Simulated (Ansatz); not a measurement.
## K2TiF6: do energies and stresses tell the same story?

Theory: DFT LDA, scalar-relativistic, plane waves, PAW (Ansatz 0.2.0).

Settings: cutoff 420 eV, Γ-centred mesh 6×6×6 on the computed 9-atom cell, Gaussian smearing of 0.02 eV; no spin polarisation.

Relaxed cell: P-3m1, a = 5.542 Å, b = 5.542 Å, c = 4.445 Å, α = 90.00°, β = 90.00°, γ = 120.00°, 9 atoms in the primitive cell. Whether it is the stable form of this composition wasn't checked.

Energies at zero smearing and pressures from the stress tensor, at volumes with shape and atoms relaxed:
```
V (Å³/atom) E − E(first) (meV/atom) P (GPa)
     11.563                     0.00     8.21
     11.957                   -16.66     5.48
     12.351                   -27.34     3.27
     12.745                   -33.01     1.48
     13.139                   -34.74     0.01
     13.533                   -33.29    -1.14
     13.928                   -29.27    -2.07
     14.453                   -20.79    -3.05
```

Check P = −dE/dV between neighbouring volumes, and get the bulk modulus from the pressures alone.

With 1 eV/Å³ = 160.2 GPa:
| middle V (Å³/atom) | −ΔE/ΔV (GPa) | mean P (GPa) |
| --- | --- | --- |
| 11.760 | 6.772 | 6.847 |
| 12.154 | 4.340 | 4.378 |
| 12.548 | 2.304 | 2.378 |
| 12.942 | 0.707 | 0.744 |
| 13.336 | -0.590 | -0.566 |
| 13.731 | -1.634 | -1.603 |
| 14.190 | -2.585 | -2.557 |

The two differ by 0.08 GPa at most. The mean of two end pressures misses the average over a step by about ΔV² P″/12, up to 0.04 GPa here; with that taken off 0.03 GPa remains, from the finite cutoff, the mesh or the relaxation's tolerance. Around V = 13.139 Å³/atom, the two neighbours give B = −V ΔP/ΔV = 13.139 × 2.62 / 0.788 = 43.7 GPa, against B0 = 43.1 GPa from the Birch–Murnaghan fit of the energies.

A ferromagnetic start lost its moments in a first run, so spin was left out; other magnetic orders weren't tried.

Cost: 9 runs of about 4.9 core-minutes in all, on Intel Xeon 6975P-C (Granite Rapids) (shared hosts).